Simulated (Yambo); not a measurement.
G0W0@PBEsol for SrCl₂ (fluorite, space group Fm-3m, No. 225) in Yambo. Reference settings: 4×4×4 Γ-centred k mesh, 152 bands and a 8 Ry block in the screening, 152 bands in G with the Bruneval-Gonze terminator, plasmon pole fitted at 27.2 eV. The PBEsol gap X → Γ on this mesh is 5.26 eV; G0W0 gaps are taken between the same points.

| change from the reference | G0W0 gap X → Γ (eV) | shift of the valence edge (eV) |
|---|---|---|
| reference settings | 7.70 | -1.81 |
| exchange cut at 40 Ry | 7.70 | -1.81 |
| 82 bands in W, 82 bands in G, no terminator | 7.58 | -1.49 |
| 115 bands in W, 115 bands in G, 5 Ry block | 7.60 | -1.68 |
| exchange cut at 10 Ry | (withheld) | -1.71 |
| 32 bands in W, 32 bands in G, no terminator | 7.57 | -0.97 |
| 115 bands in W, 115 bands in G, no terminator | (withheld) | -1.62 |
| no terminator | 7.66 | -1.71 |

**Question.** Estimate the withheld gaps from the other rows; the computed values follow.

**Answer.** 
- exchange cut at 10 Ry, G0W0 gap X → Γ (eV): 7.64
- 115 bands in W, 115 bands in G, no terminator, G0W0 gap X → Γ (eV): 7.63

The reference isn't shown to be the converged limit.

Geometry relaxed with PBEsol; primitive cell a = b = c = 4.883 Å, α = β = γ = 60.00°.

A shift is the quasiparticle energy of the state minus its PBEsol energy.
